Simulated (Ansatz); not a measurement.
A generator proposed this cell of Ti2VO6.

```cif
data_structure
_symmetry_space_group_name_H-M 'C2/m'
_symmetry_Int_Tables_number 12
_cell_length_a 14.0692
_cell_length_b 2.9461
_cell_length_c 4.6724
_cell_angle_alpha 90.000
_cell_angle_beta 91.960
_cell_angle_gamma 90.000
_cell_volume 193.55
loop_
_atom_site_label
_atom_site_type_symbol
_atom_site_symmetry_multiplicity
_atom_site_Wyckoff_symbol
_atom_site_fract_x
_atom_site_fract_y
_atom_site_fract_z
_atom_site_occupancy
Ti1 Ti 4 i 0.34230 0.00000 0.97989 1
V1 V 2 c 0.00000 0.00000 0.50000 1
O1 O 4 i 0.43647 0.00000 0.68507 1
O2 O 4 i 0.27481 0.50000 0.79736 1
O3 O 4 i 0.09764 0.00000 0.80853 1
```

Level of theory: Ansatz, DFT PBE, scalar-relativistic, plane waves, PAW. Plane waves to 420 eV, a k mesh through Γ of 6×6×4 on the computed 9-atom cell and Gaussian smearing (0.10 eV); collinear spin from starting moments 1.0 1.0 2.0 0.0 0.0 0.0 0.0 0.0 0.0 μB.

The zero of energy is the elements' standard structures at the same level (O₂ as a molecule); no fitted shifts are applied.

Problem. What does a single point on this coarse mesh give?

Solution. The pressure is 4.6 GPa (the mean over three directions, positive in compression), the largest force is 0.82 eV/Å, and the energy is −2.73 eV/atom against the elements. The shortest distance is 1.93 Å.

Problem. Is it a good guess?

Solution. A good one: relaxing gains under 0.1 eV/atom (the start's value is from the coarse mesh, so the gain is rough) in 15 ionic steps and ends at −2.74 eV/atom on the finer mesh. The symmetry stays C2/m (No. 12). The volume per atom grows by 2.3 %, from 10.8 to 11.0 Å³. The shortest distance goes from 1.93 Å (Ti–O) to 1.94 Å (V–O). Conventional cell: a = 14.257 Å, b = 2.932 Å, c = 4.740 Å, β = 91.7°. Ti is surrounded by 6 O at 1.94–2.00 Å and 4 Ti at 2.93–3.02 Å; around V lie 6 O at 1.94–1.96 Å; O on its first site is surrounded by 2 V at 1.94 Å and 1 Ti at 2.00 Å; 2 more sites not described.

The last run used collinear spin, a 14×14×8 mesh (in the run's order of axes) for its 9-atom cell and Gaussian smearing of 0.10 eV. No Hubbard U is applied to the open shell of Ti and V. Another magnetic order may lie lower. The relaxation can't lower the symmetry of the start, and the grade says only how near the guess is to its own end. A structure relaxed within its symmetry needn't be a true minimum.
